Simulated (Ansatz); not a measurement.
LaCoSi$_{2}$:
```
LaCoSi2
1.0
    2.11728    -8.27671     0.00000
    2.11728     8.27671     0.00000
    0.00000     0.00000     4.08790
La Co Si
2 2 4
Direct
  0.60878   0.39122   0.25000
  0.39122   0.60878   0.75000
  0.81844   0.18156   0.25000
  0.18156   0.81844   0.75000
  0.95621   0.04379   0.25000
  0.04379   0.95621   0.75000
  0.24987   0.75013   0.25000
  0.75013   0.24987   0.75000
```

Relaxed with r²SCAN. Special points in fractions of this cell's reciprocal vectors: Γ (0.000, 0.000, 0.000); Y (-0.500, 0.500, 0.000); C0 (-0.266, 0.734, 0.000); Σ0 (0.266, 0.266, 0.000); Z (0.000, 0.000, 0.500); A0 (0.266, 0.266, 0.500); E0 (-0.266, 0.734, 0.500); T (-0.500, 0.500, 0.500); S (0.000, 0.500, 0.000); R (0.000, 0.500, 0.500).

Problem. List the band energies nearest the Fermi level at these points for plane-wave PAW r²SCAN (Ansatz code).

Solution. In eV from the Fermi level; about four levels below and three above (degenerate sets whole), none deeper than 8.9 eV; points with the same levels are listed once.

```tsv
k	below	above
Γ	-1.17 -0.60 -0.46 -0.07	0.12 0.61 1.34
Y	-1.21 -0.32 -0.27 -0.19	0.45 1.40 1.60
C0	-0.99 -0.88 -0.68 -0.36	0.18 0.55 0.88
Z	-0.68 -0.68 -0.16 -0.16	0.65 0.65 1.20 1.20
A0	-0.91 -0.91 -0.65 -0.65	2.50 2.50 3.02 3.02
T	-0.85 -0.85 -0.50 -0.50	0.91 0.91 1.69 1.69
S	-0.93 -0.55 -0.25 -0.21	0.74 0.93 1.00
R	-0.88 -0.88 -0.67 -0.67	2.47 2.47 3.06 3.06
```

Space group Cmcm. The first step of the workflow began from a Materials Project structure, measured or hypothetical; the Crystallography Open Database copy checked does not list it. Its standing as an ambient phase is unchecked. The cell was relaxed with r²SCAN under the symmetry of its start; its stability against distortions is not shown here. The run is not spin-polarised. Scalar-relativistic: spin–orbit coupling is off unless named, which matters more the heavier the elements.

Potentials: the earlier of the program's two PAW sets.
